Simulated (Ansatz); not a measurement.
A relaxed cell of Al₅As is given with its symmetry left out. The cell was found from a structure generator's guess, not taken from experiment.

The calculation used Ansatz 0.2.0, DFT PBE, scalar-relativistic, plane waves, PAW. Cutoff 420 eV, Γ-centred mesh, Gaussian smearing, no spin polarisation.

```cif
data_structure
_symmetry_space_group_name_H-M 'P 1'
_symmetry_Int_Tables_number 1
_cell_length_a 4.5753
_cell_length_b 4.5753
_cell_length_c 5.7287
_cell_angle_alpha 90.000
_cell_angle_beta 90.000
_cell_angle_gamma 116.348
_cell_volume 107.47
loop_
_atom_site_label
_atom_site_type_symbol
_atom_site_fract_x
_atom_site_fract_y
_atom_site_fract_z
_atom_site_occupancy
Al1 Al 0.00000 0.00000 0.00000 1
Al2 Al 0.32885 0.67115 0.24684 1
Al3 Al 0.67115 0.32885 0.24684 1
Al4 Al 0.32885 0.67115 0.75316 1
Al5 Al 0.67115 0.32885 0.75316 1
As1 As 0.00000 0.00000 0.50000 1
```

The zero of energy is the elements' standard structures at the same level; no fitted shifts are applied.

Question: What space group does it have?

Answer: Cmmm (No. 65). Conventional cell: a = 4.826 Å, b = 7.775 Å, c = 5.729 Å. Around Al on a site of symmetry mmm lie 2 As at 2.86 Å and 12 Al at 2.92–3.10 Å; Al on a site of symmetry m is surrounded by 6 Al at 2.66–2.92 Å, 3 As at 2.94–3.11 Å and 2 Al at 3.10 Å; As is surrounded by 6 Al at 2.86–2.94 Å and 8 Al at 3.11 Å.

Question: How far does it lie from the elements in energy?

Answer: +0.20 eV/atom. The separate elements lie lower, so it is unstable against them.

Question: Is it a metal?

Answer: Yes, bands cross the Fermi level on the 10×10×8 mesh.

The last run used a 10×10×8 mesh (in the run's order of axes) for its 6-atom cell and Gaussian smearing of 0.10 eV. The reference form of As is held partly by dispersion forces, which this level lacks. A structure relaxed within its symmetry needn't be a true minimum.
